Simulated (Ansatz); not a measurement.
Input and command of a plane-wave DFT calculation in Ansatz:

```yaml
crystal:
  lattice:
    - [2.904444178, 0.0, 0.0]
    - [-1.452222089, 2.515322442, 0.0]
    - [0.0, 0.0, 4.6619620877]
  atoms:
    - { symbol: Au, position: [0.3333333333, 0.6666666667, 0.75] }
    - { symbol: Au, position: [0.6666666667, 0.3333333333, 0.25] }
basis:
  ecutwfc: 420
kpoints:
  mp_grid: { grid: [24, 24, 14] }
hamiltonian:
  xc: pbesol
scf:
  occupations: { method: gaussian, width: 0.15 }
output:
  forces: true
  stress: true
  eigenvalues: true
  write_density: true
  write_potential: true
  elf: true
  volumetric_format: npy
```

```bash
ansatz run input.yaml --threads 1 --pin off --max-ram 2560MiB --backend cpu --events-out ev --progress --plain --runs-dir out
```

Processor: Intel(R) Xeon(R) 6975P-C (Granite Rapids), 1 thread, on a host shared with other jobs.

How long does it run, and how much memory does it take?

About 9.6 s on 1 thread of Intel(R) Xeon(R) 6975P-C (Granite Rapids), on a shared host, peak memory 0.56 GiB. It solves 23 bands at 488 k points (the mesh reduced by symmetry) with about 687 plane waves, in 6 SCF iterations.
